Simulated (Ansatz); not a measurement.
## HgTe: single point, BLYP (computed with Ansatz 0.2.0, plane waves, PAW)

```xyz
2
Lattice="0.0000 3.2235 3.2235 3.2235 0.0000 3.2235 3.2235 3.2235 0.0000" Properties=species:S:1:pos:R:3 pbc="T T T"
Hg    0.0000    0.0000    0.0000
Te    1.6117    1.6117    1.6117
```

Run with:

```bash
ansatz run input.yaml --threads 4 --pin off --max-ram 8192MiB --backend cpu --events-out ev --progress --plain --runs-dir out
```

input.yaml:

```yaml
crystal:
  lattice:
    - [0.0, 3.2234988908, 3.2234988908]
    - [3.2234988908, 0.0, 3.2234988908]
    - [3.2234988908, 3.2234988908, 0.0]
  atoms:
    - { symbol: Hg, position: [0.0, 0.0, 0.0] }
    - { symbol: Te, position: [0.25, 0.25, 0.25] }
basis:
  ecutwfc: 420
  ecutrho_ratio: 4
kpoints:
  mp_grid: { grid: [6, 6, 6] }
hamiltonian:
  xc: blyp
scf:
  occupations: { method: gaussian, width: 0.05 }
output:
  forces: true
  stress: true
  eigenvalues: true
```

Output (shortened):

```
Engine: ansatz 0.2.0, aarch64-unknown-linux-gnu
Crystal: 2 atoms, lattice volume = 66.990 Å³
Basis set: ecut = 420 eV, 1363 PW (Γ), exchange–correlation on 64×64×64 points (8 copies of the dense FFT grid, shifted against one another)
Bands: 22, of which v1, the nominal top of the filled ones, is band 18 counted from 1 (17 counted from 0)
Symmetry: 24 space group operations
Space group: F-43m (ITA 216), of the structure as read, at distance tolerance 4.1e-5 Å
k-points: 16 of 216 (time reversal used)
Initial wavefunctions: pseudopotential atomic-orbital guess
Functional: x = b88, c = lyp
SCF iter   1: F=—  HF=-20838.232661 eV  |F-HF|=—  |Δ(HF+E_count)|=         —  Δρ=3.35e-3  dr2=3.73e-3  ethr=1.77e-3  ⟨swp⟩=6.1  Hψ=1664  notcnv=0
preconditioner: auto → none  [insulator: Δε(μ)=0.697 eV  Ē_g=10.697 eV  σ=0.050 eV  W_gap=0.67  n_scr=14 (ndim 8)  ℏωp=19.2 eV  f_vac=0.182  D(μ)=0.29/eV (n_scr^D=0)  ε∞_Penn≈4.2]
SCF iter   2: F=—  HF=-20838.232190 eV  |F-HF|=—  |Δ(HF+E_count)|=   4.71e-4  Δρ=1.52e-3  dr2=6.09e-4  ethr=1.04e-5  ⟨swp⟩=2.1  Hψ=621  notcnv=0
SCF iter   3: F=—  HF=-20838.232289 eV  |F-HF|=—  |Δ(HF+E_count)|=   9.84e-5  Δρ=3.46e-4  dr2=1.01e-4  ethr=1.69e-6  ⟨swp⟩=2.1  Hψ=579  notcnv=0
SCF iter   4: F=—  HF=-20838.232267 eV  |F-HF|=—  |Δ(HF+E_count)|=   2.15e-5  Δρ=1.09e-4  dr2=5.63e-6  ethr=2.79e-7  ⟨swp⟩=2.1  Hψ=499  notcnv=0
SCF iter   5: F=—  HF=-20838.232265 eV  |F-HF|=—  |Δ(HF+E_count)|=   1.93e-6  Δρ=3.18e-5  dr2=5.93e-7  ethr=1.57e-8  ⟨swp⟩=2.1  Hψ=618  notcnv=0
SCF iter   6: F=-20838.232265 eV  HF=-20838.232265 eV  |F-HF|=2.61e-9  |Δ(HF+E_count)|=   4.25e-8  Δρ=6.35e-6  dr2=1.64e-8  ethr=2.78e-10  ⟨swp⟩=6.1  Hψ=1549  notcnv=0
SCF 1 converged in 6 iterations: F = -20838.232265 eV  dr2 = 1.64e-8
  greatest PAW one-centre occupation: 1.000 electrons in one spin orbital (limit 2), on the Hg atom at site 0 (counted from 0), in its partial waves of l = 0
SCF converged after 6 iterations
Free energy (F): -20838.232265 eV
Harris-Foulkes:  -20838.232265 eV  (|F-HF|=2.61e-9)
Internal energy: -20838.231908 eV  (E = F + TS)
E sigma→0 (E₀):  -20838.232087 eV
Entropy (-TS):   -0.000357 eV (-0.179 meV/atom)
Fermi energy:    9.273783 eV
--- Forces (eV/Å), atoms counted from 1 ---
  atom   1  Hg     0.00000000     0.00000000     0.00000000
  atom   2  Te    -0.00000000     0.00000000    -0.00000000
--- Stress (GPa, compression-positive) ---
        7.352991       0.000000      -0.000000
        0.000000       7.352991       0.000000
       -0.000000       0.000000       7.352991
  P = ⅓ Tr σ = 7.3530 GPa (73.530 kbar)
```

In short: gap on the mesh zero (metallic on this mesh); pressure 7.4 GPa; this cell is the start of a search for zero pressure at this level, not its equilibrium.

Time: 0.84 s on 4 threads of Arm Neoverse V1, on a shared host, peak memory 0.35 GiB.

Caveats: spin–orbit coupling is left out.
